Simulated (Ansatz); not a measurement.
Calculation for As: DFT, PBEsol, PAW with Ansatz's default frozen-core files, scalar-relativistic (Ansatz 0.2.0). This run: relaxed.

The cell is entry 9008574 of the Crystallography Open Database, unrelaxed.

Command: `ansatz run input.yaml --threads 1 --pin off --max-ram 3072MiB --backend cpu --events-out ev --progress --plain --runs-dir out` It took 18 s on 1 thread of Intel(R) Xeon(R) 6975P-C (Granite Rapids), with other jobs on the host, peak memory 0.51 GiB.

```yaml
crystal:
  lattice:
    - [1.8807968987, 1.0858785957, 3.5140619945]
    - [-1.8807968987, 1.0858785957, 3.5140619945]
    - [0.0, -2.1717571915, 3.5140619945]
  atoms:
    - { symbol: As, position: [0.774, 0.774, 0.774] }
    - { symbol: As, position: [0.226, 0.226, 0.226] }
kpoints:
  mp_grid: { grid: [11, 11, 11] }
scf:
  occupations: { method: fermi_dirac, width: 0.05 }
hamiltonian:
  xc: pbesol
  pseudopotentials: { kind: paw }
output:
  forces: true
  stress: true
relax:
  f_tol: 0.003
  max_steps: 80
  cell: {}
```

Output:

```
Engine: ansatz 0.2.0
Pseudopotentials: kind: paw
Pseudopotential: As, paw, valence charge 15, recommended cutoff 420 eV (normal), As.paw.azcp
Functional definition: PBEsol
  exchange = pbesol_x
  correlation = pbesol_c
Crystal: 2 atoms, lattice volume = 43.061 Å³
Basis set: ecut = 420 eV, 845 PW (Γ), exchange–correlation on 60×60×60 points (8 copies of the dense FFT grid, shifted against one another)
Bands: 19, of which v1, the nominal top of the filled ones, is band 15 counted from 1 (14 counted from 0)
Symmetry: 12 space group operations
Space group: R-3m (ITA 166), of the structure as read, at distance tolerance 3.5e-5 Å
k-points: 146 of 1331
Non-local potential: As, projectors of the file, l = 0: 2, l = 1: 2, l = 2: 3, l = 3: 1
PAW form: soft (Blöchl's): semilocal exchange-correlation on the pseudo side does not see the compensation charge
PAW frozen core: As, regenerated for the run's functional, and the local potential with it (the file was generated under x = pbe(κ = 0.804, μ = 0.2195149727645171), c = pbe(β = 0.06672455060314922))
PAW one-centre angular grid: As, 590 points (default); XC on 64 Gauss nodes
Initial density: superposition of atomic densities (neutral atoms: chi_scale 0, normalization atom), corrected by the library's trained network
Initial wavefunctions: pseudopotential atomic-orbital guess
Functional: x = pbesol(κ = 0.804, μ = 0.12345679012345678), c = pbesol(β = 0.046)
SCF iter   1: F=—  HF=-9626.032211 eV  |F-HF|=—  |Δ(HF+E_count)|=         —  Δρ=1.94e-3  dr2=1.47e-3  ethr=1.77e-3  ⟨swp⟩=5.8  Hψ=13225  notcnv=0
preconditioner: auto → Kerker (q_TF=auto, 2.569 Å⁻¹)  [metal: Δε(μ)=0.101 eV  Ē_g=10.231 eV  σ=0.050 eV  W_gap=0.46  n_scr=14 (ndim 8)  ℏωp=17.9 eV  f_vac=0.007  D(μ)=0.11/eV (n_scr^D=0)]
SCF iter   2: F=—  HF=-9626.031551 eV  |F-HF|=—  |Δ(HF+E_count)|=   6.60e-4  Δρ=1.23e-3  dr2=6.40e-4  ethr=4.91e-6  ⟨swp⟩=2.1  Hψ=6140  notcnv=0
SCF iter   3: F=—  HF=-9626.031593 eV  |F-HF|=—  |Δ(HF+E_count)|=   4.19e-5  Δρ=4.40e-4  dr2=1.21e-4  ethr=2.13e-6  ⟨swp⟩=2.4  Hψ=3340  notcnv=0
SCF iter   4: F=—  HF=-9626.031598 eV  |F-HF|=—  |Δ(HF+E_count)|=   4.61e-6  Δρ=1.04e-4  dr2=5.10e-6  ethr=4.02e-7  ⟨swp⟩=3.0  Hψ=4968  notcnv=0
SCF iter   5: F=—  HF=-9626.031598 eV  |F-HF|=—  |Δ(HF+E_count)|=   1.33e-7  Δρ=4.56e-5  dr2=4.96e-7  ethr=1.70e-8  ⟨swp⟩=2.0  Hψ=4965  notcnv=0
SCF iter   6: F=—  HF=-9626.031596 eV  |F-HF|=—  |Δ(HF+E_count)|=   1.28e-6  Δρ=1.23e-5  dr2=5.14e-8  ethr=3.33e-10  ⟨swp⟩=4.1  Hψ=9955  notcnv=0
SCF iter   7: F=-9626.031596 eV  HF=-9626.031596 eV  |F-HF|=2.44e-10  |Δ(HF+E_count)|=   2.94e-8  Δρ=2.23e-6  dr2=3.42e-9  ethr=1.71e-10  ⟨swp⟩=4.0  Hψ=9553  notcnv=0
SCF 1 converged in 7 iterations: F = -9626.031596 eV  dr2 = 3.42e-9
  greatest PAW one-centre occupation: 0.999 electrons in one spin orbital (limit 2), on the As atom at site 1 (counted from 0), in its partial waves of l = 2
relax step   1: F+E_penalty+E_count = -9626.03159635 eV  Δ(F+E_penalty+E_count) = +0.000e0 eV  max|allowed force component| = 3.737e-1 eV/Å  Δτ_max = 0.0000 Å  P = +0.307 GPa  Ω = 43.061 Å³  (7 SCF iters, dr2 threshold 1.00e-7 eV, accepted)
Crystal: 2 atoms, lattice volume = 41.105 Å³
Basis set: ecut = 420 eV, 809 PW (Γ), exchange–correlation on 60×60×60 points (8 copies of the dense FFT grid, shifted against one another)
Initial density: handed on by an earlier stage of this run
Initial wavefunctions: those handed on with the density
iter 1 solved again at ethr=1.45e-5 eV; its pass at ethr=3.10e-3 eV (dr2=4.36e-3 eV) is discarded
SCF iter   1: F=—  HF=-9626.040769 eV  |F-HF|=—  |Δ(HF+E_count)|=         —  Δρ=4.22e-3  dr2=4.34e-3  ethr=1.45e-5  ⟨swp⟩=1.0  Hψ=16053  notcnv=0
preconditioner: auto → Kerker (q_TF=auto, 2.589 Å⁻¹)  [metal: Δε(μ)=0.064 eV  Ē_g=10.350 eV  σ=0.050 eV  W_gap=0.31  n_scr=14 (ndim 8)  ℏωp=18.3 eV  f_vac=0.000  D(μ)=0.24/eV (n_scr^D=0)]
SCF iter   2: F=—  HF=-9626.039970 eV  |F-HF|=—  |Δ(HF+E_count)|=   7.99e-4  Δρ=2.37e-3  dr2=1.51e-3  ethr=1.45e-5  ⟨swp⟩=1.0  Hψ=2775  notcnv=0
SCF iter   3: F=—  HF=-9626.039617 eV  |F-HF|=—  |Δ(HF+E_count)|=   3.54e-4  Δρ=3.23e-4  dr2=5.00e-5  ethr=5.05e-6  ⟨swp⟩=3.0  Hψ=5461  notcnv=0
SCF iter   4: F=—  HF=-9626.039594 eV  |F-HF|=—  |Δ(HF+E_count)|=   2.30e-5  Δρ=1.81e-4  dr2=1.54e-5  ethr=1.67e-7  ⟨swp⟩=2.0  Hψ=4965  notcnv=0
SCF iter   5: F=—  HF=-9626.039591 eV  |F-HF|=—  |Δ(HF+E_count)|=   2.81e-6  Δρ=5.12e-5  dr2=2.12e-6  ethr=5.15e-8  ⟨swp⟩=1.9  Hψ=3465  notcnv=0
SCF iter   6: F=-9626.039591 eV  HF=-9626.039591 eV  |F-HF|=9.83e-9  |Δ(HF+E_count)|=   8.97e-8  Δρ=1.43e-5  dr2=1.39e-7  ethr=6.67e-10  ⟨swp⟩=3.0  Hψ=10635  notcnv=0
SCF 2 converged in 6 iterations: F = -9626.039591 eV  dr2 = 1.39e-7
relax step   2: F+E_penalty+E_count = -9626.03959068 eV  Δ(F+E_penalty+E_count) = -7.994e-3 eV  max|allowed force component| = 1.783e-1 eV/Å  Δτ_max = 0.0582 Å  P = +0.872 GPa  Ω = 41.105 Å³  energy of the carried Pulay correction = +3.040e-4 eV  (6 SCF iters, dr2 threshold 2.00e-7 eV, accepted)
Crystal: 2 atoms, lattice volume = 41.950 Å³
Basis set: ecut = 420 eV, 821 PW (Γ), exchange–correlation on 60×60×60 points (8 copies of the dense FFT grid, shifted against one another)
iter 1 solved again at ethr=9.79e-7 eV; its pass at ethr=3.10e-3 eV (dr2=2.94e-4 eV) is discarded
SCF iter   1: F=—  HF=-9626.049042 eV  |F-HF|=—  |Δ(HF+E_count)|=         —  Δρ=1.02e-3  dr2=3.33e-4  ethr=9.79e-7  ⟨swp⟩=2.3  Hψ=17958  notcnv=0
preconditioner: auto → none  [insulator: Δε(μ)=0.210 eV  Ē_g=10.267 eV  σ=0.050 eV  W_gap=0.78  n_scr=14 (ndim 8)  ℏωp=18.1 eV  f_vac=0.002  D(μ)=0.08/eV (n_scr^D=0)  ε∞_Penn≈4.1]
SCF iter   2: F=—  HF=-9626.048989 eV  |F-HF|=—  |Δ(HF+E_count)|=   5.26e-5  Δρ=4.58e-4  dr2=3.68e-5  ethr=9.79e-7  ⟨swp⟩=2.0  Hψ=3328  notcnv=0
SCF iter   3: F=—  HF=-9626.049001 eV  |F-HF|=—  |Δ(HF+E_count)|=   1.12e-5  Δρ=1.42e-4  dr2=3.93e-6  ethr=1.23e-7  ⟨swp⟩=1.1  Hψ=2786  notcnv=0
iter 4 did not close the SCF: its close was put off for the readings that it lacked (scf_convergence_deferred on its scf_iter line)
SCF iter   4: F=-9626.049002 eV  HF=-9626.049002 eV  |F-HF|=6.53e-8  |Δ(HF+E_count)|=   1.85e-6  Δρ=9.95e-6  dr2=2.67e-8  ethr=1.31e-8  ⟨swp⟩=2.5  Hψ=4866  notcnv=0
iter 5 did not close the SCF: its close was put off for the readings that it lacked (scf_convergence_deferred on its scf_iter line)
SCF iter   5: F=-9626.049002 eV  HF=-9626.049002 eV  |F-HF|=1.58e-9  |Δ(HF+E_count)|=   2.61e-8  Δρ=3.72e-6  dr2=3.64e-9  ethr=8.89e-11  ⟨swp⟩=2.0  Hψ=4980  notcnv=0
[... lines left out ...]
Basis set: ecut = 420 eV, 821 PW (Γ), exchange–correlation on 54×54×54 points (8 copies of the dense FFT grid, shifted against one another)
Initial wavefunctions: pseudopotential atomic-orbital guess (no wavefunctions were taken with the density)
iter 1 solved again at ethr=2.74e-8 eV; its pass at ethr=3.10e-3 eV (dr2=8.23e-6 eV) is discarded
SCF iter   1: F=—  HF=-9626.050107 eV  |F-HF|=—  |Δ(HF+E_count)|=         —  Δρ=3.01e-5  dr2=7.13e-8  ethr=2.74e-8  ⟨swp⟩=2.6  Hψ=19380  notcnv=0
preconditioner: auto → none  [insulator: Δε(μ)=0.243 eV  Ē_g=10.299 eV  σ=0.050 eV  W_gap=0.84  n_scr=14 (ndim 8)  ℏωp=18.2 eV  f_vac=0.001  D(μ)=0.06/eV (n_scr^D=0)  ε∞_Penn≈4.1]
SCF iter   2: F=—  HF=-9626.050108 eV  |F-HF|=—  |Δ(HF+E_count)|=   9.20e-7  Δρ=1.65e-5  dr2=2.91e-8  ethr=2.38e-10  ⟨swp⟩=2.0  Hψ=4960  notcnv=0
SCF iter   3: F=—  HF=-9626.050108 eV  |F-HF|=—  |Δ(HF+E_count)|=   3.78e-8  Δρ=4.79e-6  dr2=1.88e-9  ethr=9.71e-11  ⟨swp⟩=2.4  Hψ=3409  notcnv=0
SCF iter   4: F=—  HF=-9626.050108 eV  |F-HF|=—  |Δ(HF+E_count)|=   4.16e-9  Δρ=5.09e-7  dr2=4.31e-11  ethr=6.26e-12  ⟨swp⟩=2.0  Hψ=4702  notcnv=0
iter 5 did not close the SCF: its close was put off for the readings that it lacked (scf_convergence_deferred on its scf_iter line)
SCF iter   5: F=-9626.050108 eV  HF=-9626.050108 eV  |F-HF|=1.82e-12  |Δ(HF+E_count)|=  2.73e-11  Δρ=7.22e-8  dr2=2.80e-12  ethr=1.00e-12  ⟨swp⟩=1.0  Hψ=2774  notcnv=0
SCF iter   6: F=-9626.050108 eV  HF=-9626.050108 eV  |F-HF|=1.82e-12  |Δ(HF+E_count)|=    0.00e0  Δρ=1.46e-8  dr2=3.72e-14  ethr=1.00e-12  ⟨swp⟩=3.9  Hψ=10751  notcnv=0
SCF 6 converged in 6 iterations: F = -9626.050108 eV  dr2 = 3.72e-14
relax step   6: F+E_penalty+E_count = -9626.05010762 eV  Δ(F+E_penalty+E_count) = +1.756e-4 eV  max|allowed force component| = 1.743e-3 eV/Å  Δτ_max = 0.0000 Å  P = -0.000 GPa  Ω = 41.717 Å³  stress off target by 1.82e-3 GPa  SCF on the basis re-selected at this cell (its energy is not comparable with the rows above)  (6 SCF iters)
basis re-selected at this cell: Δ(F+E_penalty+E_count) = +1.756e-4 eV, ΔP = -0.002 GPa vs the last step (what re-selecting the basis moved, of the pressure what is left beyond the Pulay correction that the steps carried, after the strain that the cell walked since its last selection, with what the two solves' SCF thresholds leave and, on support functions, any second-order correction that the steps lacked; it is no measure of the basis error at this ecutwfc). The dense FFT grid was sized anew with the basis: this SCF ran on 27×27×27 points, the steps before it on 30×30×30, so part of this shift can come from that change (see relax.cell in the input reference). This SCF's stress stands 1.82e-3 GPa from its target on what of the cell is left free (relax.cell.stress_tol is 5.00e-2 GPa) and its largest allowed force component is 1.74e-3 eV/Å (relax.f_tol is 3.00e-3 eV/Å): within both
SCF converged after 6 iterations
Free energy (F): -9626.050108 eV
Harris-Foulkes:  -9626.050108 eV  (|F-HF|=1.82e-12)
Internal energy: -9626.049501 eV  (E = F + TS)
E sigma→0 (E₀):  -9626.049804 eV
Entropy (-TS):   -0.000607 eV (-0.303 meV/atom)
Fermi energy:    11.140690 eV
--- Per-component energies (eV) ---
  E_band       = -457.314868
  E_kinetic    = 205.419943
  E_local      = -3256.765082  (includes V_loc(G=0)·N_el)
  E_nonlocal   = -1336.751538
  E_hartree    = 1812.808266
  E_xc         = -157.642335
  E_vxc        = -158.736567  (∫ρ·V_xc dr)
  E_paw        = -3584.886954  (= ΣΔE_a)
  E_vpaw       = 463.901825  (= ΣTr[D̂ρ^β])
  E_aug_tail   = 0.000015  (compensation charges beyond the density's cutoff)
  E_ewald      = -3310.164674
  E_core_change = 1.932857  (= ΣΔE_core)
  E_smearing   = -0.000607  (= −TS)
  E_closure    = 0.000000  (closes the sum)
  Σ components = -9626.050108   (vs F -9626.050108, Δ=0.00e0)
--- Forces (eV/Å), atoms counted from 1 ---
  atom   1  As    -0.00000000     0.00000000    -0.00174300
  atom   2  As     0.00000000    -0.00000000     0.00174300
  max |Σ_I F_I| component: 6.51e-19 eV/Å
--- Stress (GPa, compression-positive) ---
        0.000892      -0.000000      -0.000000
        0.000000       0.000892       0.000000
       -0.000000       0.000000      -0.001819
  P = ⅓ Tr σ = -0.0000 GPa (-0.000 kbar)
--- Relaxed structure (5 steps of the walk, 5 accepted, 1 SCFs on fresh bases) ---
  F+E_penalty+E_count = -9626.05010762 eV   max|allowed force component| = 1.743e-3 eV/Å   (the final SCF, on the basis selected at the relaxed cell)
  cell:  # Å, volume = 41.7173 Å³
    - [1.8909270794104456, 1.0917272582995998, 3.3680264293373186]
    - [-1.8909270794104456, 1.0917272582995998, 3.3680264293373186]
    - [8.357131995248723e-33, -2.1834545166471218, 3.368026429321785]
  atoms:
    - { symbol: As, position: [0.7698836696887289, 0.7698836696887289, 0.7698836696887288] }
    - { symbol: As, position: [0.23011633031127132, 0.23011633031127132, 0.23011633031127135] }
```

Next run, as changes to the input before:

```diff
   lattice:
-    - [1.8807968987, 1.0858785957, 3.5140619945]
-    - [-1.8807968987, 1.0858785957, 3.5140619945]
-    - [0.0, -2.1717571915, 3.5140619945]
+    - [1.8909270794, 1.0917272583, 3.3680264293]
+    - [-1.8909270794, 1.0917272583, 3.3680264293]
+    - [0.0, -2.1834545166, 3.3680264293]
   atoms:
-    - { symbol: As, position: [0.774, 0.774, 0.774] }
-    - { symbol: As, position: [0.226, 0.226, 0.226] }
+    - { symbol: As, position: [0.7698836697, 0.7698836697, 0.7698836697] }
+    - { symbol: As, position: [0.2301163303, 0.2301163303, 0.2301163303] }
 kpoints:
   stress: true
-relax:
-  f_tol: 0.003
-  max_steps: 80
-  cell: {}
+  eigenvalues: true
```

Results part of the output:

```
SCF 1 converged in 6 iterations: F = -9626.050108 eV  dr2 = 7.58e-11
  greatest PAW one-centre occupation: 0.999 electrons in one spin orbital (limit 2), on the As atom at site 1 (counted from 0), in its partial waves of l = 2
SCF converged after 6 iterations
Free energy (F): -9626.050108 eV
Harris-Foulkes:  -9626.050108 eV  (|F-HF|=6.37e-11)
Internal energy: -9626.049501 eV  (E = F + TS)
E sigma→0 (E₀):  -9626.049804 eV
Entropy (-TS):   -0.000607 eV (-0.303 meV/atom)
Fermi energy:    11.140691 eV
--- Per-component energies (eV) ---
  E_band       = -457.315321
  E_kinetic    = 205.419931
  E_local      = -3256.765220  (includes V_loc(G=0)·N_el)
  E_nonlocal   = -1336.751799
  E_hartree    = 1812.808412
  E_xc         = -157.642335
  E_vxc        = -158.736565  (∫ρ·V_xc dr)
  E_paw        = -3584.886688  (= ΣΔE_a)
  E_vpaw       = 463.901808  (= ΣTr[D̂ρ^β])
  E_aug_tail   = 0.000015  (compensation charges beyond the density's cutoff)
  E_ewald      = -3310.164674
  E_core_change = 1.932857  (= ΣΔE_core)
  E_smearing   = -0.000607  (= −TS)
  E_closure    = -0.000000  (closes the sum)
  Σ components = -9626.050108   (vs F -9626.050108, Δ=0.00e0)
--- Forces (eV/Å), atoms counted from 1 ---
  atom   1  As    -0.00000000    -0.00000000    -0.00174047
  atom   2  As     0.00000000     0.00000000     0.00174047
  max |Σ_I F_I| component: 2.31e-18 eV/Å
--- Stress (GPa, compression-positive) ---
        0.000868       0.000000       0.000000
       -0.000000       0.000868       0.000000
       -0.000000       0.000000      -0.001835
  P = ⅓ Tr σ = -0.0000 GPa (-0.000 kbar)
--- Band table (eV; the first three rows and the last of 146) ---
  k-point 0: bands = ["-25.2280", "-25.2280", "-25.1828", "-25.1828", "-25.1558", "-25.1165", "-25.1165", "-25.1057", "-25.0713", "-25.0713", "-4.0691", "5.5050", "8.7053", "9.0165", "9.0165", "13.1759", "14.2081", "14.2081", "17.5780"]
  k-point 1: bands = ["-25.2266", "-25.2255", "-25.1819", "-25.1811", "-25.1549", "-25.1176", "-25.1169", "-25.1071", "-25.0735", "-25.0729", "-3.9568", "5.0391", "8.7289", "8.9604", "9.1169", "13.2603", "13.9494", "14.0252", "17.0000"]
  k-point 2: bands = ["-25.2228", "-25.2183", "-25.1793", "-25.1763", "-25.1525", "-25.1211", "-25.1184", "-25.1114", "-25.0796", "-25.0773", "-3.6219", "3.9417", "8.6439", "8.8255", "9.4504", "12.9954", "13.4160", "13.4970", "16.7272"]
  k-point 145: bands = ["-25.2091", "-25.2080", "-25.1749", "-25.1740", "-25.1478", "-25.1215", "-25.1206", "-25.1133", "-25.0935", "-25.0928", "-2.3016", "0.7728", "8.0267", "9.0409", "10.5715", "11.7814", "11.8944", "13.7191", "19.0648"]
```

The PAW files were made under PBE.
